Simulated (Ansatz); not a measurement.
Ansatz (a first-principles code) input:

Ansatz 0.2 input:
```yaml
crystal:
  lattice:
    - [-2.7122545415, 2.7122545415, 5.3546097081]
    - [2.7122545415, -2.7122545415, 5.3546097081]
    - [2.7122545415, 2.7122545415, -5.3546097081]
  atoms:
    - { symbol: Ge, position: [0.5, 0.5, 0.0] }
    - { symbol: Ge, position: [0.25, 0.75, 0.5] }
    - { symbol: Zn, position: [0.0, 0.0, 0.0] }
    - { symbol: Zn, position: [0.75, 0.25, 0.5] }
    - { symbol: P, position: [0.375, 0.3766712112, 0.5016712112] }
    - { symbol: P, position: [0.6233287888, 0.125, 0.9983287888] }
    - { symbol: P, position: [0.875, 0.8733287888, 0.4983287888] }
    - { symbol: P, position: [0.1266712112, 0.625, 0.0016712112] }
kpoints:
  mp_grid: { grid: [6, 6, 6] }
  band_path:
    path:
      - [[0.0, 0.0, 0.0], [0.0, 0.0, 0.5], [0.25, 0.25, 0.25], [0.0, 0.5, 0.0], [0.0, 0.0, 0.0], [0.5, 0.5, -0.5], [0.3141424075, 0.6858575925, -0.3141424075]]  # Γ-X-P-N-Γ-M-S
      - [[-0.3141424075, 0.3141424075, 0.3141424075], [0.0, 0.0, 0.0]]  # S_0-Γ
      - [[0.0, 0.0, 0.5], [-0.128284815, 0.128284815, 0.5]]  # X-R
      - [[0.5, 0.5, -0.128284815], [0.5, 0.5, -0.5]]  # G-M
      - [VBM, CBM]
    npoints: 8
basis: { xc_grid: 2 }
hamiltonian:
  xc: pbesol
  pseudopotentials: { kind: paw }
magnetization: { noncollinear: true, spin_orbit: true }
scf:
  n_extra_bands: 16
  convergence: { dr2_threshold: 0.0000000001 }
  occupations: { method: gaussian, width: 0.01 }
checkpoint: { write: soc.run }
output: { eigenvalues: true }
```

Output (shortened):

```
Pseudopotential: Ge, paw_fr, valence charge 14
Pseudopotential: Zn, paw_fr, valence charge 12
Pseudopotential: P, paw_fr, valence charge 5
Functional definition: PBEsol
non-collinear run that drives no moment, with spin-orbit …
Crystal: 8 atoms, lattice volume = 157.561 Å³
Basis set: ecut = 420 eV, 3033 PW (Γ), exchange–correlation on 90×90×90 points (8 copies of the dense FFT grid, shifted against one another)
Bands: 88, of which v1, the nominal top of the filled ones, is band 72 counted from 1 (71 counted from 0)
Symmetry: 8 space group operations + 8 with time reversal
k-points: 30 of 216 (time reversal used)
Projection manifold: j_resolved (fully-relativistic pseudo-atomic orbitals)
SCF iter   1: F=—  HF=-18031.724307 eV  |F-HF|=—  |Δ(HF+E_count)|=         —  Δρ=3.95e-2  dr2=2.76e0  dr2_m=0.00e0 (ungated)  ethr=3.10e-3  |M|=0.00e0 ∫|m|=0.00e0 μB  |m|>n=0.0e0 m-floor=0.0e0 τ_xc=0.0e0  β_m=0.30  ⟨swp⟩=8.2  Hψ=13949  notcnv=0  defer=24
preconditioner: auto → Resta (q_TF=auto, 2.394 Å⁻¹)
spin=Noncollinear: Resta preconditioning applied to the charge; magnetization (m_x, m_y, m_z) channels mix plain (no charge-response kernel on spin).
SCF iter   2: F=—  HF=-18031.289416 eV  |F-HF|=—  |Δ(HF+E_count)|=   4.35e-1  Δρ=2.84e-2  dr2=1.26e0  dr2_m=0.00e0 (ungated)  ethr=3.10e-3  |M|=0.00e0 ∫|m|=0.00e0 μB  |m|>n=0.0e0 m-floor=0.0e0 τ_xc=0.0e0  β_m=0.60  ⟨swp⟩=2.0  Hψ=3243  notcnv=0  defer=294
SCF iter   3: F=—  HF=-18030.997445 eV  |F-HF|=—  |Δ(HF+E_count)|=   2.92e-1  Δρ=5.36e-3  dr2=4.21e-2  dr2_m=0.00e0 (ungated)  ethr=1.76e-3  |M|=0.00e0 ∫|m|=0.00e0 μB  |m|>n=0.0e0 m-floor=0.0e0 τ_xc=0.0e0  β_m=0.64  ⟨swp⟩=2.8  Hψ=3655  notcnv=0  defer=294
SCF iter   4: F=—  HF=-18030.992198 eV  |F-HF|=—  |Δ(HF+E_count)|=   5.25e-3  Δρ=1.83e-3  dr2=5.97e-3  dr2_m=0.00e0 (ungated)  ethr=5.85e-5  |M|=0.00e0 ∫|m|=0.00e0 μB  |m|>n=0.0e0 m-floor=0.0e0 τ_xc=0.0e0  β_m=0.66  ⟨swp⟩=2.8  Hψ=5422  notcnv=0  defer=294
SCF iter   5: F=—  HF=-18030.992946 eV  |F-HF|=—  |Δ(HF+E_count)|=   7.49e-4  Δρ=7.85e-4  dr2=9.45e-4  dr2_m=0.00e0 (ungated)  ethr=8.29e-6  |M|=0.00e0 ∫|m|=0.00e0 μB  |m|>n=0.0e0 m-floor=0.0e0 τ_xc=0.0e0  β_m=0.70  ⟨swp⟩=2.7  Hψ=4743  notcnv=0  defer=294
SCF iter   6: F=—  HF=-18030.993254 eV  |F-HF|=—  |Δ(HF+E_count)|=   3.08e-4  Δρ=5.92e-4  dr2=3.38e-4  dr2_m=0.00e0 (ungated)  ethr=1.31e-6  |M|=0.00e0 ∫|m|=0.00e0 μB  |m|>n=0.0e0 m-floor=0.0e0 τ_xc=0.0e0  β_m=0.65  ⟨swp⟩=2.0  Hψ=3942  notcnv=0  defer=294
SCF iter   7: F=—  HF=-18030.993289 eV  |F-HF|=—  |Δ(HF+E_count)|=   3.46e-5  Δρ=2.13e-4  dr2=5.30e-5  dr2_m=0.00e0 (ungated)  ethr=4.70e-7  |M|=0.00e0 ∫|m|=0.00e0 μB  |m|>n=0.0e0 m-floor=0.0e0 τ_xc=0.0e0  β_m=0.81  ⟨swp⟩=2.0  Hψ=3612  notcnv=0  defer=294
SCF iter   8: F=—  HF=-18030.993321 eV  |F-HF|=—  |Δ(HF+E_count)|=   3.21e-5  Δρ=6.58e-5  dr2=4.37e-6  dr2_m=0.00e0 (ungated)  ethr=7.37e-8  |M|=0.00e0 ∫|m|=0.00e0 μB  |m|>n=0.0e0 m-floor=0.0e0 τ_xc=0.0e0  β_m=0.89  ⟨swp⟩=2.0  Hψ=3796  notcnv=0  defer=294
SCF iter  12: F=-18030.993369 eV  HF=-18030.993369 eV  |F-HF|=7.28e-12  |Δ(HF+E_count)|=  8.00e-11  Δρ=8.82e-8  dr2=1.36e-11  dr2_m=0.00e0 (ungated)  ethr=1.00e-12  |M|=0.00e0 ∫|m|=0.00e0 μB  |m|>n=0.0e0 m-floor=0.0e0 τ_xc=0.0e0  ⟨swp⟩=2.1  Hψ=4942  notcnv=0
SCF 1 converged in 12 iterations: F = -18030.993369 eV  dr2 = 1.36e-11
NSCF: frozen V_eff on 30 k-points
NSCF: frozen V_eff on 30 k-points
NSCF: frozen V_eff on 30 k-points
NSCF: frozen V_eff on 27 k-points
NSCF: frozen V_eff on 16 k-points
NSCF: frozen V_eff on 19 k-points
NSCF: frozen V_eff on 12 k-points
NSCF: frozen V_eff on 20 k-points
NSCF: frozen V_eff on 8 k-points
NSCF: frozen V_eff on 12 k-points
NSCF: frozen V_eff on 6 k-points
NSCF: frozen V_eff on 85 k-points
SCF converged after 12 iterations
Magnetization: |M| = 0.0000 μB,  M = (+0.0000, +0.0000, +0.0000) μB
Absolute magnetization: 0.0000 μB (∫|m|)
  site 0: m = (+0.0000, +0.0000, +0.0000) μB, |m| = 0.0000 μB  (R = 0.96 Å)
  site 1: m = (+0.0000, +0.0000, +0.0000) μB, |m| = 0.0000 μB  (R = 0.96 Å)
  site 2: m = (+0.0000, +0.0000, +0.0000) μB, |m| = 0.0000 μB  (R = 0.97 Å)
  site 3: m = (+0.0000, +0.0000, +0.0000) μB, |m| = 0.0000 μB  (R = 0.97 Å)
  site 4: m = (+0.0000, +0.0000, +0.0000) μB, |m| = 0.0000 μB  (R = 0.96 Å)
  site 5: m = (+0.0000, +0.0000, +0.0000) μB, |m| = 0.0000 μB  (R = 0.96 Å)
  site 6: m = (+0.0000, +0.0000, +0.0000) μB, |m| = 0.0000 μB  (R = 0.96 Å)
  site 7: m = (+0.0000, +0.0000, +0.0000) μB, |m| = 0.0000 μB  (R = 0.96 Å)
Free energy (F): -18030.993369 eV
Harris-Foulkes:  -18030.993369 eV  (|F-HF|=7.28e-12)
Internal energy: -18030.993369 eV  (E = F + TS)
E sigma→0 (E₀):  -18030.993369 eV
Fermi energy:    8.038232 eV
--- Per-component energies (eV) ---
  E_band       = -274.971791
  E_kinetic    = 766.962842
  E_local      = -9224.772265  (includes V_loc(G=0)·N_el)
  E_nonlocal   = 2202.511789
  E_hartree    = 3950.281703
  E_xc         = -667.287912
  E_vxc        = -479.808903  (∫ρ·V_xc dr)
  E_paw        = -9752.115845  (= ΣΔE_a)
  E_vpaw       = -1440.428615  (= ΣTr[D̂ρ^β])
  E_aug_tail   = -0.000100  (compensation charges beyond the density's cutoff)
  E_ewald      = -5310.200471
  E_core_change = 3.626889  (= ΣΔE_core)
  E_smearing   =  0.000000  (= −TS)
  E_closure    = 0.000000  (closes the sum)
  Σ components = -18030.993369   (vs F -18030.993369, Δ=0.00e0)
  [band-id]    e_kinetic+e_local+e_nonlocal+2·e_hartree+e_vxc+e_vpaw+e_augmentation_tail = -274.971845   (vs E_band -274.971791, Δ=-5.39e-5)
--- Band table (eV; the first three rows and the last of 30) ---
  k-point 0: bands = ["-17.7295", "-17.7295", "-17.7274", "-17.7274", "-17.7270", "-17.7270", "-17.7219", "-17.7219", "-17.1597", "-17.1597", "-17.1545", "-17.1545", "-17.1399", "-17.1399", "-17.1374", "-17.1374", "-17.1361", "-17.1361", "-17.1332", …
  k-point 1: bands = ["-17.7298", "-17.7291", "-17.7280", "-17.7275", "-17.7267", "-17.7263", "-17.7223", "-17.7221", "-17.1601", "-17.1585", "-17.1557", "-17.1539", "-17.1404", "-17.1395", "-17.1385", "-17.1377", "-17.1354", "-17.1354", "-17.1332", …
  k-point 2: bands = ["-17.7297", "-17.7287", "-17.7285", "-17.7277", "-17.7257", "-17.7253", "-17.7232", "-17.7229", "-17.1597", "-17.1571", "-17.1567", "-17.1540", "-17.1408", "-17.1398", "-17.1394", "-17.1385", "-17.1344", "-17.1344", "-17.1333", …
  k-point 29: bands = ["-17.7288", "-17.7288", "-17.7288", "-17.7288", "-17.7241", "-17.7241", "-17.7241", "-17.7241", "-17.1573", "-17.1573", "-17.1573", "-17.1573", "-17.1390", "-17.1390", "-17.1390", "-17.1390", "-17.1339", "-17.1339", "-17.1339", …
```

Cost: around 10 core-minutes (rough) on shared cores.

Space group I-42d (chalcopyrite). The cell was relaxed with PBEsol under the symmetry of its start.

Potentials: the later of the program's two PAW sets.

Ansatz is a plane-wave DFT program.
